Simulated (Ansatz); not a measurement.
The start is a relaxed Be cell, doubled along one cell vector, shaken by Gaussian noise of σ = 0.08 Å a coordinate. Cell shape, volume and atoms are optimised at zero target pressure with PBE (plane waves to 420 eV, PAW, scalar-relativistic; Ansatz, a program for electronic structure). The first steps use a coarse 6×11×15 k-mesh.

The start:
```
Be
1.0
    7.13727     0.00000     0.00000
   -1.78432     3.09053     0.00000
    0.00000     0.00000     2.19791
Be
6
Cartesian
  0.03809   0.08878   0.06689
  3.46573   0.00243  -0.13298
  0.00113   2.14645   1.14601
  3.53463   2.07157   0.94609
  1.87227   0.99257   1.08792
  5.40138   1.15675   1.25364
```

### Question
Which atoms feel the largest initial force, and how large is it?

### Answer
1.39 eV/Å, on Be5 (atoms numbered as listed).

### Question
How much energy is released per atom?

### Answer
0.22 eV/atom.

### Question
How does the volume per atom move from start to end?

### Answer
-2.2 %, from 8.08 to 7.91 Å³/atom.

### Question
Does it find its way back to the structure it was made from?

### Answer
It does not go back: it reaches P6₃/mmc (No. 194), hcp (Mg type), 0.19 eV/atom below the parent.

### Question
How do the shortest distances between atoms change?

### Answer
The closest pairs of elements (up to four, under 3.6 Å), start → end: Be–Be 1.94 → 2.21 Å.

### Question
Is the relaxed structure metallic? Give its gap.

### Answer
No gap (metallic).

### Question
What does it relax into? Give the structure.

### Answer

```cif
data_Be2
_chemical_formula_sum 'Be2'
_space_group_name_H-M_alt 'P63/mmc'
_space_group_IT_number 194
_space_group_name_Hall '-P 6c 2c'
_cell_length_a 2.26442
_cell_length_b 2.26442
_cell_length_c 3.56083
_cell_angle_alpha 90.000
_cell_angle_beta 90.000
_cell_angle_gamma 120.000
loop_
_atom_site_label
_atom_site_type_symbol
_atom_site_symmetry_multiplicity
_atom_site_Wyckoff_symbol
_atom_site_fract_x
_atom_site_fract_y
_atom_site_fract_z
_atom_site_occupancy
Be1 Be 2 d 0.66667 0.33333 0.25000 1
```

Final values are on a 23×23×13 k-mesh of the relaxed cell. No spin polarisation in the result.

Of the parent cell (P6/mmm (No. 191)): it is a generated cell of Be: the first start was made by placing the elements on the sites of a structure type, and the end was not matched to a known phase here, so it may be hypothetical. Known forms of Be include space group No. 194.
